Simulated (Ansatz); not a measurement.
In plane-wave PAW r²SCAN+D4 (Ansatz code), Sb in the cubic phase (I-43m; Sb on 8c) relaxes to a = 6.953 Å. Sb has 3 nearest neighbours from 2.84 Å (trigonal pyramidal).

The Kohn–Sham gap is 1.29 eV (direct). The valence maximum lies at Γ and the conduction minimum at Γ. HSE06 on the same cell gives 1.56 eV. Gap from r²SCAN+D4 with spin–orbit coupling: 1.11 eV.

An equation-of-state fit gives a bulk modulus of 7.9 GPa. The relaxed-ion elastic constants in GPa are C11 = 9.0, C12 = 7.3, C44 = 7.9. The elastic constants imply a Debye temperature near 80.8 K.

The start of the workflow was typed in or built on a structure type; neither database checked (COD, Materials Project) lists it. It is not the phase usual at ambient conditions (space group No. 166). Symmetry was held in the r²SCAN+D4 relaxation; whether a distortion lowers the energy is not shown. The volume moved by 16 % from the start of the relaxation. Spin–orbit coupling is left out wherever it is not named.

Potentials: the later of the program's two PAW sets.
